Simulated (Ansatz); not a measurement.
SrCl$_{2}$:
Space group Fm-3m (No. 225); a = 6.995 Å, b = 6.995 Å, c = 6.995 Å, α = 90.00°, β = 90.00°, γ = 90.00°

```tsv
atom	site	symmetry	x	y	z
Sr	4a	m-3m	0.0000	0.0000	0.0000
Cl	8c	-43m	0.2500	0.2500	0.2500
```
(The calculation used a cell of 3 atoms; values per cell refer to that cell.)

Relaxed with r²SCAN.

**Question.** Give the optical modes at the zone centre with their infrared and Raman activity from DFPT, r²SCAN in the plane-wave PAW code Ansatz.

**Answer.** Transverse frequencies, without the LO–TO term; a row sums one degenerate level.

```
ω (cm⁻¹)  degeneracy  IR ((D/Å)²/amu)  Raman (Å⁴/amu)  activity  symmetry
--------  ----------  ---------------  --------------  --------  --------
139                3            10.69               0        IR       T1u
183                3             0.00             7.3     Raman       T2g
```

**Question.** How high does the top mode go among those that the LO–TO term moves?

**Answer.** 227 cm⁻¹ for q along x.

Symmetry was held in the r²SCAN relaxation; phonons on a q-mesh show no instability.

Potentials: the later of the program's two PAW sets.
